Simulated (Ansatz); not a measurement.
## Turning moments in Fe

System: Fe, a test cell of our own (not relaxed); the cell holds 1 atom.

```
CELL_PARAMETERS angstrom
-1.45250 1.45250 1.45250
1.45250 -1.45250 1.45250
1.45250 1.45250 -1.45250
ATOMIC_POSITIONS crystal
Fe 0.00000 0.00000 0.00000
```

Numbers behind element symbols give the atom's place in this list.

Method: Ansatz development build ahead of 0.2.0, DFT, PBE, fully relativistic PAW, plane waves, spin-orbit coupling.

- Plane-wave cutoff: 871 eV
- k-point mesh: 5×5×5 (Γ-centred)
- Occupations: Gaussian smearing, 0.1 eV

With one magnetic atom in the cell its copies can only be parallel; orders in a larger cell may lie lower.

The mesh is coarse, so energy differences (and at times their sign) aren't converged.

Spins are non-collinear; moments are vectors (x, y, z) in μB.

The default search lets the program follow hints of a lower state (another filling of open shells, a soft direction), where it sees any. With a search on, the program may also reshape the start on open shells.

Only this run was made, so its end need not be the lowest state of the cell.

Task: Start Fe1 (0.00, 0.00, 2.20); default search for lower states. What happens?

Result: It converges in 11 iterations: site vectors not recorded: net moment 2.10 μB, absolute moment 2.23 μB.
